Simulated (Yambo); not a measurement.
A G0W0@PBEsol run in Yambo for LiTaO$_{3}$ (space group R3c, No. 161) (4×4×4 Γ-centred k mesh, bands 5 to 166 and a 7 Ry block in the screening, 166 bands in G with the Bruneval-Gonze terminator, plasmon pole fitted at 27.2 eV) gives these matrix elements, in eV, at the band edges (Γ → Γ):

```json
[
 {"state": "valence edge", "E0": "0.000", "<Vxc>": "-19.733", "<Σx>": "-24.976", "<Σc(E0)>": "4.505", "Z": "0.783"},
 {"state": "conduction edge", "E0": "3.866", "<Vxc>": "-15.817", "<Σx>": "-9.983", "<Σc(E0)>": "-4.299", "Z": "0.827"}
]
```

Solve the linearised quasiparticle equation for both states, give the gap, and say how exchange and correlation each act on it.

E = E0 + Z(Σx + Σc − Vxc). Valence: 0.000 + 0.783 × (-24.976 + (4.505) − (-19.733)) = -0.58 eV. Conduction: 3.866 + 0.827 × (-9.983 + (-4.299) − (-15.817)) = 5.13 eV. The gap is 5.71 eV, against 3.87 eV in PBEsol. Replacing Vxc by bare exchange alone would open it by 11.08 eV; correlation takes back 8.80 eV of that, and Z scales what is left. Nearest settings tried, and what they do to the gap: 85 bands in W: +124 meV; 3 Ry block (65 vectors against 223): +154 meV. Not varied: bands in G, mesh. So the settings aren't converged at that level. Without spin-orbit coupling, band edges of such heavy elements can be off by tenths of an eV.

Geometry of the Materials Project entry, not relaxed at this level; primitive cell a = b = c = 5.477 Å, α = β = γ = 55.90°.
